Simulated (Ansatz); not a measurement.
IrPdN2:
```xyz
4
Lattice="1.5046 0.8687 6.0294 -1.5046 0.8687 6.0294 0.0000 -1.7374 6.0294" Properties=species:S:1:pos:R:3 pbc="T T T"
Ir     0.0000     0.0000     9.0442
Pd     0.0000     0.0000     0.0000
N      0.0000     0.0000    16.1227
N      0.0000     0.0000     1.9657
```

Relaxed with PBEsol. Special points in fractions of this cell's reciprocal vectors: Γ (0.000, 0.000, 0.000); T (0.500, 0.500, 0.500); H2 (0.819, 0.181, 0.500); H0 (0.500, -0.181, 0.181); L (0.500, 0.000, 0.000); S0 (0.340, -0.340, 0.000); S2 (0.660, 0.000, 0.340); F (0.500, 0.000, 0.500).

Task: List the band energies nearest the Fermi level at these points for plane-wave PAW PBEsol (Ansatz code).

Result: In eV from the Fermi level; about four levels below and three above (degenerate sets whole), none deeper than 8.9 eV; points with the same levels are listed once.

| k | below | above |
|---|---|---|
| Γ | -1.74 -1.74 -1.35 -1.35 -1.04 | 4.97 5.27 5.27 |
| T | -2.43 -2.43 -2.35 -2.35 | 0.07 0.07 0.22 |
| H2 | -2.25 -1.62 -1.39 -0.71 | 0.26 1.71 4.17 |
| L | -0.96 -0.71 -0.69 -0.28 | 1.26 3.33 4.67 |
| S0 | -2.27 -1.63 -1.27 -0.80 | 0.34 1.69 4.21 |
| F | -1.78 -0.95 -0.70 -0.35 | 1.37 3.56 4.85 |

Space group R-3m. The start of the workflow was typed in or built on a structure type; neither database checked (COD, Materials Project) lists it. Its standing as an ambient phase is unchecked. The PBEsol relaxation kept the symmetry of its start; its stability against distortions is not shown here. The workflow began spin-polarised and lost its moments. Its formation energy is positive at this level, so the cell may be metastable or incomplete. Scalar-relativistic: spin–orbit coupling is off unless named, which matters more the heavier the elements.

Potentials: the earlier of the program's two PAW sets. The files were generated under PBE; for other functionals the program regenerates the frozen cores, and for LDA and PBEsol the local potential too.
